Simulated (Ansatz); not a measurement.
Question: Name crystals whose computed values (plane-wave PAW LDA (Ansatz code)) fall in these windows: G_Hill (GPa) 39 to 52; Θ_D (K) 370 to 500.

Answer: 

```tsv
crystal	G_Hill (GPa)	Θ_D (K)
GeP3, R-3m (Ge on 6c, P on 18h)	46.7	433
MgCdS2, P4/mmm (Mg on 1d, Cd on 1a, S on 1b, S on 1c)	46.9	403
AlAs, wurtzite	39.8	381
KZnF3, cubic perovskite	40.7	442
ScAl, CsCl type	46.1	472
```
Others may fit too.

Not the usual ambient phase: AlAs, wurtzite. Standing as an ambient phase not checked: GeP3, R-3m (Ge on 6c, P on 18h); MgCdS2, P4/mmm (Mg on 1d, Cd on 1a, S on 1b, S on 1c); ScAl, CsCl type. Weakly bound layers, chains or molecules computed without a dispersion correction, so cells and soft constants are ill determined: GeP3, R-3m (Ge on 6c, P on 18h). Perhaps ordered models of mixed-site phases: MgCdS2, P4/mmm (Mg on 1d, Cd on 1a, S on 1b, S on 1c); ScAl, CsCl type. All cells were relaxed under the symmetry of their starts (and spin orders); stability against distortions was not tested throughout. Rows with no word on spin ran without spin polarisation. Scalar-relativistic: spin–orbit coupling is off unless named, which matters more the heavier the elements.

Potentials: the later of the program's two PAW sets.
